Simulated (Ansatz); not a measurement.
## Debugging a calculation of Ta4O

Someone meant to compute Ta4O with PBEsol, plane waves and PAW in Ansatz and wrote this input.

```yaml
crystal:
  lattice:
    - [3.257497, 0.0, 0.0]
    - [0.0, 3.257497, 0.0]
    - [0.0, 0.0, 7.409341]
  atoms:
    - { symbol: Ta, position: [0.0, 0.0, 0.5] }
    - { symbol: Ta, position: [0.5, 0.5, 0.783158] }
    - { symbol: Ta, position: [0.5, 0.5, 0.216842] }
    - { symbol: Ta, position: [0.0, 0.0, 0.0] }
    - { symbol: O, position: [0.5, 0.5, 0.5] }
basis:
  ecutwfc: 420
kpoints:
  mp_grid: { grid: [12, 12, 6] }
hamiltonian:
  xc: pbesol
scf:
  occupations: { method: gaussian, width: 0.1 }
  n_extra_bands: 0
output:
  forces: true
  stress: true
  eigenvalues: true
```

Command:

```bash
ansatz run input.yaml --threads 1 --pin off --max-ram 2560MiB --backend cpu --events-out ev --progress --plain --runs-dir out
```

From the log:

```text
Error: inconsistent input (scf.n_extra_bands, scf.occupations.method): n_bands = 29 leaves no empty band above the 29 bands per channel that the deck's 58 electrons occupy, and the occupations search for the Fermi level (a smearing at a finite width, or tetrahedra): a level found among occupied bands alone can fill a metal as an insulator …
```

**Question.** Name the fault and the cure.

**Answer.** The fault is no empty bands beside a smearing. A smearing spreads electrons over states above the Fermi level, and these must be among the bands solved. The cure is more bands.

Mended input, as a difference:

```diff
 scf:
-  n_extra_bands: 0
```

Result of the mended run: a pressure of -8.16 GPa, a largest force of 0.094 eV/Å, no gap.

The mended run took 23 s on 1 thread of Arm Neoverse V1 (shared host), peak memory 0.46 GiB.